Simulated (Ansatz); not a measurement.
Density of states of a Si$_{4}$Ni$_{11}$ cell (a crystal with Ni atoms taken out, relaxed), per eV and atom, broadened by Gaussian smearing of width 0.1 eV and averaged over bins of 0.2 eV, from 8 eV under the Fermi level at most up to where the solved bands end.

Level of theory: DFT PBEsol, scalar-relativistic, plane waves, PAW in Ansatz.

Plane waves to 420 eV, a k mesh through Γ of 6×6×7 on the computed 15-atom cell and Gaussian smearing (0.10 eV); no spin polarisation.

```xyz
15
Lattice="-3.4484 3.4122 3.4496 3.4477 -3.4114 3.4481 3.4479 3.4109 -3.4488" Properties=species:S:1:pos:R:3 pbc="T T T"
Si   -0.0034    3.4109    3.4384
Si    3.4455   -0.0021    3.4499
Si    0.0080   -0.0004    3.4496
Si    0.0075   -0.0007    6.8876
Ni   -0.0170    1.6587    1.7211
Ni    3.4705   -1.6546    1.7189
Ni    3.4309    1.7491   -1.7286
Ni    3.4713    1.6513    1.7202
Ni    1.7303    3.4097    1.7178
Ni    1.7226   -0.0006    1.7203
Ni    1.7233   -0.0012    5.1669
Ni    1.7279    1.7553    3.4644
Ni    1.7268    1.7513   -0.0247
Ni    5.1749    1.6537    0.0147
Ni    1.7266    5.0690   -0.0237
```

| E − E_F (eV) | total | Ni 3d | Si 3p | Ni 4s | Si 3s |
| --- | --- | --- | --- | --- | --- |
| -7.95 | 0.009 | 0.001 | 0.004 | 0.003 | 0.001 |
| -7.75 | 0.034 | 0.003 | 0.016 | 0.013 | 0.001 |
| -7.55 | 0.051 | 0.005 | 0.024 | 0.020 | 0.001 |
| -7.35 | 0.064 | 0.007 | 0.030 | 0.023 | 0.003 |
| -7.15 | 0.121 | 0.014 | 0.057 | 0.043 | 0.005 |
| -6.95 | 0.134 | 0.018 | 0.062 | 0.045 | 0.007 |
| -6.75 | 0.157 | 0.024 | 0.072 | 0.049 | 0.009 |
| -6.55 | 0.235 | 0.041 | 0.108 | 0.071 | 0.011 |
| -6.35 | 0.230 | 0.046 | 0.105 | 0.062 | 0.013 |
| -6.15 | 0.306 | 0.071 | 0.135 | 0.075 | 0.020 |
| -5.95 | 0.398 | 0.111 | 0.164 | 0.088 | 0.028 |
| -5.75 | 0.379 | 0.118 | 0.155 | 0.075 | 0.025 |
| -5.55 | 0.388 | 0.131 | 0.159 | 0.069 | 0.021 |
| -5.35 | 0.451 | 0.177 | 0.172 | 0.070 | 0.024 |
| -5.15 | 0.405 | 0.171 | 0.151 | 0.058 | 0.018 |
| -4.95 | 0.494 | 0.241 | 0.161 | 0.060 | 0.023 |
| -4.75 | 0.429 | 0.236 | 0.124 | 0.045 | 0.016 |
| -4.55 | 0.457 | 0.277 | 0.122 | 0.040 | 0.010 |
| -4.35 | 0.508 | 0.338 | 0.113 | 0.041 | 0.007 |
| -4.15 | 1.111 | 0.764 | 0.268 | 0.053 | 0.005 |
| -3.95 | 1.592 | 1.169 | 0.317 | 0.070 | 0.004 |
| -3.75 | 1.179 | 0.887 | 0.163 | 0.098 | 0.003 |
| -3.55 | 1.222 | 0.987 | 0.116 | 0.088 | 0.003 |
| -3.35 | 1.308 | 1.117 | 0.092 | 0.066 | 0.003 |
| -3.15 | 1.462 | 1.320 | 0.054 | 0.050 | 0.003 |
| -2.95 | 1.620 | 1.478 | 0.057 | 0.041 | 0.003 |
| -2.75 | 1.374 | 1.247 | 0.045 | 0.038 | 0.003 |
| -2.55 | 1.657 | 1.525 | 0.042 | 0.040 | 0.003 |
| -2.35 | 1.995 | 1.834 | 0.061 | 0.038 | 0.003 |
| -2.15 | 1.515 | 1.371 | 0.061 | 0.027 | 0.005 |
| -1.95 | 1.141 | 1.028 | 0.047 | 0.021 | 0.005 |
| -1.75 | 1.405 | 1.302 | 0.041 | 0.020 | 0.005 |
| -1.55 | 1.784 | 1.699 | 0.029 | 0.021 | 0.004 |
| -1.35 | 2.586 | 2.478 | 0.027 | 0.039 | 0.004 |
| -1.15 | 2.769 | 2.636 | 0.036 | 0.048 | 0.011 |
| -0.95 | 2.180 | 2.029 | 0.039 | 0.049 | 0.026 |
| -0.75 | 2.029 | 1.849 | 0.037 | 0.058 | 0.042 |
| -0.55 | 1.729 | 1.547 | 0.043 | 0.050 | 0.044 |
| -0.35 | 1.334 | 1.147 | 0.049 | 0.042 | 0.048 |
| -0.15 | 0.975 | 0.868 | 0.025 | 0.022 | 0.026 |
| 0.05 | 0.337 | 0.287 | 0.023 | 0.007 | 0.005 |
| 0.25 | 0.258 | 0.190 | 0.049 | 0.009 | 0.001 |

The columns after the total are the largest Löwdin projections on the valence shells of the potentials, so they needn't add up, and the weight of a shell that a potential lacks goes to other orbitals. The cell has no gap on the mesh.

Cost: 2 runs of about 8.5 core-minutes in all (earlier runs that led there not counted), on Intel Xeon Platinum 8375C (Ice Lake) (shared hosts).